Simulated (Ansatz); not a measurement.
V₃Sn in space group P6_3/mmc (No. 194; V on 6h, Sn on 2c) at seven volumes, r²SCAN in the plane-wave PAW code Ansatz, shape and atoms relaxed at each. One row is withheld.

| V (Å³/atom) | P (GPa) |
|---|---|
| 13.986 | 17.70 |
| 14.447 | 10.76 |
| 14.908 | ? |
| 15.369 | 0.00 |
| 15.831 | -4.04 |
| 16.292 | -7.37 |
| 16.753 | -10.05 |

**Question.** Fit the shown pressures and predict the withheld one.

**Answer.** P = (3/2)B₀(x^(7/2) − x^(5/2))[1 + (3/4)(B′ − 4)(x − 1)] with x = (V₀/V)^(2/3). Least squares on the six rows gives V₀ = 15.370 Å³/atom, B₀ = 147 GPa, B′ = 5.24. At V = 14.908, x = 1.0206 and P = 4.86 GPa. The run itself gave 4.90 GPa.

The workflow started from an entry of the Crystallography Open Database (COD), which files this formula under 2 space groups. Its standing as an ambient phase is unchecked. The cell was relaxed with r²SCAN under the symmetry of its start; its stability against distortions is not shown here. Spin order of the final state: ferromagnetic, the only order run, not a proven ground state. Other orbital occupations within this spin state were not tried. Spin–orbit coupling is left out wherever it is not named.

Potentials: the later of the program's two PAW sets.
